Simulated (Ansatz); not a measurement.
BeS (zinc blende)

```xyz
2
Lattice="0.0000 2.4380 2.4380 2.4380 0.0000 2.4380 2.4380 2.4380 0.0000" Properties=species:S:1:pos:R:3 pbc="T T T"
S      3.6570     3.6570     3.6570
Be     0.0000     0.0000     0.0000
```

The slice is a {111} plane (indices of the conventional cell) through the point (0.750, 0.750, 0.750) (fractional), spanned by u = [100] and v = [-1 2 0] in vectors of this cell: u (3.45 Å) and v (5.97 Å, at 90° to u). It covers one period; positions are fractions (u, v).

Calculation: PBE (plane waves to 420 eV, PAW, scalar-relativistic; Ansatz, a first-principles code). k mesh 12×12×12. Near the nuclei the fields are pseudised (PAW); where an atom keeps semicore shells as valence, they peak there. BeS was relaxed with its symmetry unable to fall.

**Question.** Sketch the electron localisation function (ELF) on this plane as a map.

**Answer.** 
```
|xx=#%%#+:.:+#%%#=x|
|x=*%%%*-. .-*%%%*=|
|%%%%%#+:   :+#%%%%|
|@@@@%*-.   .-*%@@@|
|@@@%#=:     :=#%@@|
|@@%#+:.     .:+#%@|
|%%#+-.       .-+#%|
|*+=-:....:....:-=+|
|:::::--==+==--::::|
|..:-+*#######*+-:.|
| .-*#%%%%%%%%%#*-.|
|.:+%@@@@%%%@@@@%+:|
|:-*@@@@@###@@@@@*-|
|:-#@@@@%=x=%@@@@#-|
|:-*%@@@+xxx+@@@%*-|
|.:*%@@%xxxxx%@@%*:|
|.:+#%%#=xxx=#%%#+:|
| .-*%%%*=x=*%%%*-.|
|  :+#%%%%%%%%%#+: |
|  .-*%@@@@@@@%*-. |
|   :=#%@@@@@%#=:  |
|   .:+#%@@@%#+:.  |
|    .-+#%%%#+-.   |
|:....:-=+*+=-:....|
|+==--:::::::::--==|
|####*+-:...:-+*###|
|%%%%%#*-. .-*#%%%%|
|%%@@@@%+:.:+%@@@@%|
|##@@@@@*-:-*@@@@@#|
|x=%@@@@#-:-#@@@@%=|
|xx+@@@%*-:-*%@@@+x|
|xxx%@@%*:.:*%@@%xx|
```
Scale: ten equal steps from 0.02 (start of ' ') to 0.91 (end of '@'), in the order ' .:-=+*#%@'. Values: electron localisation function (ELF). The map has 18 points along u (one character each, u = 0 at the left) and 32 along v (v = 0 in the bottom row). Points within 0.4 Å of a nucleus are blanked (x), as the pseudised field means little there.
